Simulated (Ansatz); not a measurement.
FeCo (CsCl type)

```xyz
2
Lattice="2.8451 0.0000 0.0000 0.0000 2.8451 0.0000 0.0000 0.0000 2.8451" Properties=species:S:1:pos:R:3 pbc="T T T"
Fe     0.0000     0.0000     0.0000
Co     1.4225     1.4225     1.4225
```

The slice is a {210} plane (indices of the conventional cell) through the point (0.000, 0.000, 0.000) (fractional), spanned by u = [100] and v = [021] in vectors of this cell: u (2.85 Å) and v (6.36 Å, at 90° to u). It covers one period; positions are fractions (u, v).

All values below come from PBE (plane waves to 420 eV, PAW, scalar-relativistic; Ansatz, a program for electronic structure). k mesh 16×16×16. These are valence fields of a PAW run, semicore shells included where kept as valence: close to a nucleus they are smooth pseudo fields. FeCo was relaxed with its symmetry unable to fall. Relaxed FeCo ends ferromagnetic. Other magnetic orders were not checked, so this need not be the ground state.

Question: Sketch the ELF of the down spins on this plane as a map.

Answer: 
| v \ u | 0.00 | 0.18 | 0.36 | 0.55 | 0.73 | 0.91 |
|---|---|---|---|---|---|---|
| 0.92 | 0.58 | 0.26 | 0.27 | 0.46 | 0.12 | 0.50 |
| 0.83 | 0.16 | 0.31 | 0.28 | 0.20 | 0.37 | 0.20 |
| 0.75 | 0.51 | 0.30 | 0.15 | 0.14 | 0.17 | 0.47 |
| 0.67 | 0.46 | 0.29 | 0.26 | 0.30 | 0.21 | 0.43 |
| 0.58 | 0.39 | 0.42 | 0.19 | 0.11 | 0.33 | 0.41 |
| 0.50 | 0.40 | 0.49 | 0.51 | 0.49 | 0.52 | 0.43 |
| 0.42 | 0.39 | 0.42 | 0.19 | 0.11 | 0.33 | 0.41 |
| 0.33 | 0.46 | 0.29 | 0.26 | 0.30 | 0.21 | 0.43 |
| 0.25 | 0.51 | 0.30 | 0.15 | 0.14 | 0.17 | 0.47 |
| 0.17 | 0.16 | 0.31 | 0.28 | 0.20 | 0.37 | 0.20 |
| 0.08 | 0.58 | 0.26 | 0.27 | 0.46 | 0.12 | 0.50 |
| 0.00 | x | 0.58 | 0.10 | 0.35 | 0.13 | x |

Values: ELF of the down spins. Points within 0.5 Å of a nucleus are blanked (x), as the pseudised field means little there.
